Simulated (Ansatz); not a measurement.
Values for one crystal, relaxed and computed with plane-wave PAW r²SCAN (Ansatz code); other levels are named.

```yaml
volume_per_atom: 11.51 Å³
band_gap: 0.27 eV (indirect)
smallest_direct_gap_on_the_standard_path: 1.09 eV
electron_effective_mass: 0.76, 1.0, 1.5 mₑ (principal values)
hole_effective_mass: 0.80, 1.8, 2.5 mₑ (principal values)
valence_band_maximum: at Γ
conduction_band_minimum: on the D2–A line, 46 % of the way from D2 (k = 0.164, 0.164, -0.500) (2 equivalent valleys)
```

Task: Which compound is it?
A) MnCuO2, C2/m (Mn on 2a, Cu on 2d, O on 4i)
B) Al2O3, corundum
C) BaTiO3, R3m (Ba on 3a, Ti on 3a, O on 9b)
D) RbLuO2, R-3m (Rb on 3a, Lu on 3b, O on 6c)

Result: A, MnCuO2, C2/m (Mn on 2a, Cu on 2d, O on 4i)

The workflow started from a Materials Project entry (that database holds measured and hypothetical structures alike); the Crystallography Open Database copy checked does not list it. Whether it is the stable phase at ambient conditions was not checked. Symmetry was held in the r²SCAN relaxation; its stability against distortions is not shown here. The final state is ferromagnetic, the only order run, not a proven ground state. Other orbital occupations within this spin state were not tried. No Hubbard U is applied.

Potentials: the later of the program's two PAW sets.
